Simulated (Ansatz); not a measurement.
Input and output for fcc Au (111), 3 layers: DFT, PBE, all-electron LAPW, scalar-relativistic (Ansatz 0.2.0). This run: no images along the normal.

The slab is cut from a bulk crystal relaxed on PAW files (its atoms may have been relaxed since).

Command: `ansatz run input.yaml --threads 1 --pin off --max-ram 3584MiB --backend cpu --events-out ev --progress --plain --runs-dir out` It took 41 s on 1 thread of Intel(R) Xeon(R) 6975P-C (Granite Rapids), on a shared host, peak memory 0.66 GiB.

```yaml
crystal:
  lattice:
    - [2.9400990585, 0.0, 0.0]
    - [-1.4700495293, 2.5462004743, 0.0]
    - [0.0, 0.0, 20.8012]
  atoms:
    - { symbol: Au, position: [0.1666666667, 0.3333333333, 0.383952032] }
    - { symbol: Au, position: [0.5, 1.0, 0.499999922] }
    - { symbol: Au, position: [0.8333333333, 0.6666666667, 0.6160480458] }
  periodic: [true, true, false]
kpoints:
  mp_grid: { grid: [13, 13, 1] }
scf:
  occupations: { method: fermi_dirac, width: 0.05 }
hamiltonian:
  xc: pbe
  pseudopotentials: { kind: all_electron, lapw: { basis_error: 0.001 } }
output:
  forces: true
  stress: true
  eigenvalues: true
```

Output:

```
Warning: crystal.periodic: the lattice vector that does not repeat stood 0.000° off the slab's normal, 20.801 Å along it as the deck builds it. The run solves the slab on a vector along the normal, 33.456 Å long, with every atom where it was (on the deck's vector they left 15.97 Å outside them, and the widest stretch free of ions among them is 2.41 Å). A fractional position that the run reports is one of the run's cell, which starts as this one, and not of the deck's: it goes into a deck with that cell's vectors. The slab on that cell runs as it stands in a deck that lists each atom with its symbol and moment, types crystal.periodic and leaves out crystal.checkpoint, crystal.saddle_side, crystal.structure_sha256, crystal.space_group, crystal.setting, crystal.reduce_to_primitive, crystal.supercell, crystal.defects and each atom's wyckoff. Where those keys changed the vectors of the plane, lay the indices of each lattice_plane and lattice_line anew on these rows. Along the normal they count this vector already. An outside_sphere can name other atoms there (type this run's as sites). In the order of the run's atom list the slab is: crystal.lattice: [[2.9400990585, 0.0, 0.0], [-1.4700495293, 2.5462004743, 0.0], [0.0, -0.0, 33.45575120451312]]; position: [0.1666666667, 0.3333333332999999, 0.23872317077014288]; position: [0.5, 1.0, 0.3108762470741765]; position: [0.8333333332999999, 0.6666666667, 0.383029468743966];
Warning: the atoms were moved onto the symmetric positions of the space group found under crystal.symmetry.tolerance 1.0e-5 (fractional; no operation is sought that the atoms, as they stand in a round, miss by more than twice it, and no atom is moved by as much as it), and the run uses the moved positions. Before a round's move an operation carried an atom to 3.24e-6 Å from where it should land, the largest such distance. Atom 1 (counting from 0) moved farthest, by 1.62e-6 Å; the longest move in fractions of the cell, of whichever atom, is 4.8e-3 of the tolerance, in 1 round. To run the atoms as typed, lower crystal.symmetry.tolerance until the operations that they miss are no longer found, or set crystal.symmetry.detect: false (a key that needs symmetry detection or time reversal refuses this as the deck is read). The cell that the run holds for the slab and the positions used, fractions of it, in the order of the run's atom list, to be typed as slab_cell_height_set says: crystal.lattice: [[2.9400990584978577, 2.886753738823868e-11, 0.0], [-1.4700495292739288, 2.546200474287421, 0.0], [0.0, 0.0, 33.45575120451312]]; position: [0.1666666666666666, 0.3333333333333333, 0.2387231465425169]; position: [0.5, 1.0, 0.31087629552942847]; position: [0.8333333333333333, 0.6666666666666666, 0.38302944451634]; The lattice was moved too: crystal.lattice keeps the space group found at crystal.symmetry.tolerance 1.0e-5 only nearly: the operation that it misses by the most changes a squared length by the fraction 3.93e-11. The run uses the lattice that is a stretch of the typed one, with no rotation, onto the one that keeps every operation to a double's rounding (on a very oblique basis the stretch itself rounds by more); the deck's lattice vector that moved farthest moved by 2.89e-11 Å. To run the lattice as typed, set crystal.symmetry.detect: false, as for the atoms. crystal.lattice made exact, in Å and degrees: [[2.9400990584978577, 2.886753738823868e-11, 0.0], [-1.4700495292739288, 2.546200474287421, 0.0], [0.0, 0.0, 33.45575120451312]]. It is of the cell that the run set for the slab: pasted over the deck's crystal.lattice together with the atoms' positions on it (this notice's atoms.positions_frac where the atoms moved, else slab_cell_height_set's deck.positions_frac) it runs the same cell (given as lengths and angles, that cell in the form's own orientation, a rigid turn of the misfit's size from the one run here, for which a checkpoint.post_process_only pass over this run's state can be refused: where this run relaxes nothing, give such a pass this deck's own crystal.lattice, as typed; behind a relaxation, as crystal.lattice, the state's own cell, identity.cell in its checkpoint.json), and a matrix so pasted ends this notice, except on a very skew basis of the lattice, where the rounding of the pasted numbers themselves can read as a misfit: the cell is then moved again, and that move is told again. The lattice as run is in this notice's lattice.as_run_ang field (Run.prep()["deck_notices"] in Python, the deck_notice line of an events file, deck_notices of ansatz run --dry-run=json, or deck_notices in record.json in the deck's checkpoint.write directory).
crystal.periodic: the lattice vector that does not repeat stood 0.000° off the slab's normal, 20.801 Å along it as the deck builds it. The run solves the slab on a vector along the normal, 33.456 Å long, with every atom where it was (on the deck's vector they left 15.97 Å outside them, and the widest stretch free of ions among them is 2.41 Å). A fractional position that the run reports is one of the run's cell, which starts as this one, and not of the deck's: it goes into a deck with that cell's vectors. The slab on that cell runs as it stands in a deck that lists each atom with its symbol and moment, types crystal.periodic and leaves out crystal.checkpoint, crystal.saddle_side, crystal.structure_sha256, crystal.space_group, crystal.setting, crystal.reduce_to_primitive, crystal.supercell, crystal.defects and each atom's wyckoff. Where those keys changed the vectors of the plane, lay the indices of each lattice_plane and lattice_line anew on these rows. Along the normal they count this vector already. An outside_sphere can name other atoms there (type this run's as sites). In the order of the run's atom list the slab is: crystal.lattice: [[2.9400990585, 0.0, 0.0], [-1.4700495293, 2.5462004743, 0.0], [0.0, -0.0, 33.45575120451312]]; position: [0.1666666667, 0.3333333332999999, 0.23872317077014288]; position: [0.5, 1.0, 0.3108762470741765]; position: [0.8333333332999999, 0.6666666667, 0.383029468743966];
LAPW: plane waves up to 7.891 Å⁻¹, error target 1.0e-3 eV per atom; small_component_spin mean_spin; Au in spheres of 1.470 Å, 43 of its electrons in bands, Dirac shells [] (how accurate: hamiltonian.pseudopotentials.lapw.basis_error, Limitations)
Engine: ansatz 0.2.0
Pseudopotentials: kind: all_electron
Pseudopotential: Au, LAPW, valence charge 43, lapw/all_electron/scalar/gaussian/Au, Koelling and Harmon's equation, gaussian nucleus
Functional definition: PBE
  parameter kappa = 0.804
  parameter beta = 0.06672455060314922
  exchange = pbe_x(kappa = kappa, mu = beta*pi^2/3)
  correlation = pbe_c(beta = beta)
Crystal: 3 atoms, lattice volume = 250.452 Å³
Basis set: ecut = 237.23511765332867 eV, 2113 PW (Γ), exchange–correlation at level 2
Bands: 78, of which v1, the nominal top of the filled ones, is band 65 counted from 1 (64 counted from 0)
Symmetry: 12 space group operations
[... lines left out ...]
--- Forces (eV/Å), atoms counted from 1 ---
  atom   1  Au    -0.00000000     0.00000000     0.00095206
  atom   2  Au    -0.00000000     0.00000000     0.00000000
  atom   3  Au     0.00000000     0.00000000    -0.00095206
  max |Σ_I F_I| component: 3.47e-18 eV/Å
--- 2D stress c σ (N/m, compression-positive) ---
       -5.729636       0.000000       0.000000
        0.000000      -5.729636       0.000000
        0.000000       0.000000       0.000000
  P = ½ c Tr σ = -5.7296 N/m
--- Band table (eV; the first three rows and the last of 21) ---
  k-point 0: bands = ["-327.5833", "-327.5796", "-327.5796", "-327.5693", "-327.5693", "-327.3929", "-327.3929", "-327.3929", "-327.3929", "-327.3790", "-327.3790", "-327.3761", "-327.3761", "-327.3761", "-327.3761", "-110.2934", "-110.0833", "-110.0833", "-83.3303", "-83.3240", "-83.3219", "-83.3219", "-83.3206", "-83.3146", "-83.3146", "-83.1427", "-83.1427", "-83.1412", "-83.1412", "-83.1240", "-83.1240", "-83.1240", "-83.1240", "-83.1184", "-83.1184", "-83.1184", "-83.1184", "-83.1177", "-83.1177", "-61.7666", "-61.6784", "-61.6784", "-61.4992", "-61.4992", "-61.4987", "-61.4987", "-61.4606", "-61.4485", "-13.6638", "-12.2021", "-11.7545", "-9.4557", "-9.3357", "-9.3357", "-9.1477", "-9.1477", "-9.0445", "-9.0048", "-9.0048", "-8.0072", "-8.0072", "-7.5954", "-7.5954", "-7.1236", "-7.1236", "-6.6929", "-4.6878", "-0.5500", "-0.1105", "0.5892", "0.9440", "1.7798", "2.6080", "3.3810", "4.7755", "5.5329", "7.1839", "8.2352"]
  k-point 1: bands = ["-327.5833", "-327.5796", "-327.5796", "-327.5693", "-327.5693", "-327.3929", "-327.3929", "-327.3929", "-327.3929", "-327.3790", "-327.3790", "-327.3761", "-327.3761", "-327.3761", "-327.3761", "-110.2930", "-110.0830", "-110.0829", "-83.3303", "-83.3241", "-83.3219", "-83.3219", "-83.3206", "-83.3146", "-83.3146", "-83.1427", "-83.1427", "-83.1412", "-83.1412", "-83.1240", "-83.1240", "-83.1240", "-83.1240", "-83.1184", "-83.1184", "-83.1184", "-83.1184", "-83.1177", "-83.1177", "-61.7653", "-61.6864", "-61.6804", "-61.5067", "-61.5064", "-61.5011", "-61.5006", "-61.4594", "-61.4482", "-13.4912", "-12.0288", "-11.6004", "-9.4618", "-9.4460", "-9.3094", "-9.2316", "-9.0658", "-9.0422", "-8.9804", "-8.8977", "-8.0723", "-8.0508", "-7.8026", "-7.5967", "-7.3201", "-7.1187", "-6.3963", "-4.2548", "-0.4401", "0.0320", "0.7136", "1.0833", "1.9017", "2.7435", "3.5161", "4.9032", "5.6753", "7.3055", "8.3737"]
  k-point 2: bands = ["-327.5833", "-327.5796", "-327.5796", "-327.5693", "-327.5693", "-327.3929", "-327.3929", "-327.3929", "-327.3929", "-327.3790", "-327.3790", "-327.3761", "-327.3761", "-327.3761", "-327.3761", "-110.2921", "-110.0820", "-110.0820", "-83.3302", "-83.3242", "-83.3220", "-83.3219", "-83.3205", "-83.3146", "-83.3146", "-83.1426", "-83.1426", "-83.1413", "-83.1413", "-83.1240", "-83.1240", "-83.1240", "-83.1240", "-83.1184", "-83.1184", "-83.1184", "-83.1184", "-83.1177", "-83.1177", "-61.7619", "-61.7084", "-61.6859", "-61.5280", "-61.5273", "-61.5066", "-61.5060", "-61.4564", "-61.4474", "-13.0020", "-11.5611", "-11.1930", "-9.7366", "-9.5856", "-9.4202", "-9.1110", "-8.9932", "-8.9483", "-8.8594", "-8.5899", "-8.3380", "-8.1074", "-8.0842", "-7.6141", "-7.4527", "-7.1070", "-5.8583", "-3.2844", "-0.1095", "0.4587", "1.0907", "1.5006", "2.2714", "3.1485", "3.9161", "5.2804", "6.0881", "7.5829", "8.2063"]
  k-point 20: bands = ["-327.5833", "-327.5796", "-327.5796", "-327.5693", "-327.5693", "-327.3929", "-327.3929", "-327.3929", "-327.3929", "-327.3790", "-327.3790", "-327.3761", "-327.3761", "-327.3761", "-327.3761", "-110.2867", "-110.0767", "-110.0767", "-83.3300", "-83.3248", "-83.3221", "-83.3221", "-83.3203", "-83.3145", "-83.3145", "-83.1423", "-83.1423", "-83.1419", "-83.1419", "-83.1240", "-83.1240", "-83.1239", "-83.1239", "-83.1186", "-83.1186", "-83.1186", "-83.1186", "-83.1175", "-83.1175", "-61.7844", "-61.7645", "-61.7450", "-61.6026", "-61.5982", "-61.5828", "-61.5795", "-61.4418", "-61.4414", "-10.4603", "-10.4483", "-10.1684", "-10.0184", "-9.7308", "-9.3444", "-8.9982", "-8.9453", "-8.7858", "-8.7730", "-8.1915", "-8.0424", "-7.4107", "-7.3030", "-7.1120", "-3.0513", "-2.0080", "-1.8034", "-0.6938", "0.1565", "0.8655", "1.1268", "2.7143", "3.1663", "4.7275", "5.3382", "6.1823", "6.2850", "6.6322", "7.1034"]
  the weakly bound empty levels are not read free of the cell's end (augmented_plane_waves)
```

Spin–orbit coupling is left out, which matters for the heavy atoms.
